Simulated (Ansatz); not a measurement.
## PbO2 — field gradients at the nuclei

The cell is a COD entry, its atoms then relaxed with PBE in this cell.

Space group P4_2/mnm (No. 136); a = 4.9578, c = 3.3878 Å.

```csv
site,Wyckoff,site symmetry,x,y,z
Pb,2a,m.mm,0.0000,0.0000,0.0000
O,4f,m.2m,0.3067,0.3067,0.0000
```

One atom of each set is listed.

Method: Kohn–Sham DFT in Ansatz, r2SCAN, plane waves and PAW, scalar-relativistic, 500 eV cutoff, Γ-centred 5×5×7 k-points, Fermi–Dirac smearing 0.02 eV.

C_Q = eQV_zz/h, which is 24.18 MHz for Q = 1 b and V_zz = 10²¹ V/m²; η = (V_xx − V_yy)/V_zz.

¹⁷O: I = 5/2, Q = -25.58 mb. Quadrupole moments are those of Pyykkö's year-2017 table.

| site | atoms | first shell | V_xx, V_yy, V_zz (10²¹ V/m²) | η | C_Q (MHz) |
| --- | --- | --- | --- | --- | --- |
| Pb | 2 | 6 O at 2.15–2.17 Å | -3.39, -9.88, 13.27 | 0.49 | – |
| O | 4 | 3 Pb at 2.15–2.17 Å | 5.08, 7.48, -12.56 | 0.19 | 7.77 |

At O V_zz stands upright on the plane through its three neighbours (within 1°).

Pb has no stable isotope with a ground-state quadrupole moment in the table, so no C_Q is given.

Spin–orbit coupling is left out, which shifts gradients on Pb by a few per cent in wide-gap crystals, and can shift them far more where the calculated gap is small or absent, as here. With a gap of 0.14 eV under a smearing of 0.02 eV the band edges are partly filled, so small gradients can hang on the smearing and the k-mesh.

Hardware: 1 thread of Arm Neoverse V2 (aarch64; 28 cores open to the job, memory cap 3.0 GiB, no GPU), a shared host with a load of 1.0 a core. Wall time 15 s, CPU time 15 s, peak memory 0.56 GiB.
